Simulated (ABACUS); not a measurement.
Consider a self-consistent single point of TePb (Fm-3m, 8 atoms in the cell; from Materials Project mp-19717, changed as shown).

```xyz
8
Lattice="6.4110 0.0000 0.0000 0.0000 6.4110 0.0000 0.0000 0.0000 6.4110" Properties=species:S:1:pos:R:3 pbc="T T T"
Te     0.0000     0.0000     0.0000
Te     0.0000     3.2055     3.2055
Te     3.2055     0.0000     3.2055
Te     3.2055     3.2055     0.0000
Pb     3.2055     0.0000     0.0000
Pb     3.2055     3.2055     3.2055
Pb     0.0000     0.0000     3.2055
Pb     0.0000     3.2055     0.0000
```

Method: PBE, numerical atomic orbitals TZDP (confined pseudo-atomic orbitals with Gaussian additions; energy shift 0.01 Ry), PseudoDojo 0.5 standard norm-conserving PBE (tails mended) pseudopotentials in ABACUS.

ABACUS settings:

```
setting                                                               value
---------------  ----------------------------------------------------------
basis                  TZDP numerical atomic orbitals, energy shift 0.01 Ry
KPT                                                       Gamma 4 4 4 0 0 0
basis_type                                                             lcao
dft_functional                                                          PBE
ecutwfc                                                              100 Ry
smearing_method                                                          fd
smearing_sigma                                                0.00367493 Ry
potentials       PseudoDojo 0.5 standard norm-conserving PBE (tails mended)
symmetry                                                                  1
symmetry_prec                                                         1e-05
ks_solver                                                           genelpa
scf_nmax                                                                100
scf_thr                                                             1.0e-06
mixing_type                                                         broyden
mixing_beta                                                             0.7
```

**Question.** Estimate, at this level of theory: gap on the k-point mesh and pressure.

**Answer.** The run gave:

- Gap on the k-point mesh: 0.74 eV
- Pressure: 3.03 GPa

Gaps are taken between levels on the mesh.

For comparison: a first run was changed to give this one (lattice scaled by 0.98), and from it to this one the free energy rises by 19.3 meV/atom, the pressure goes from 0.13 to 3.03 GPa and the gap on the mesh goes from 0.859 to 0.745 eV.

Spin-orbit coupling is left out, which matters for bands and gaps with elements this heavy. The atom-centred basis is finite, which shifts total energies, pressures and gaps against plane waves. The structure comes from a collection of computed structures, made at another level of theory; the collection holds predicted forms beside known ones.

Cost on one core: about 30 core-seconds (a rough figure).

The atomic orbitals were generated for these runs; they are not ABACUS's published sets and were checked against plane waves on a few crystals only.

“Tails mended”: in these copies of the files the far tail of each local potential was reset to the Coulomb form.
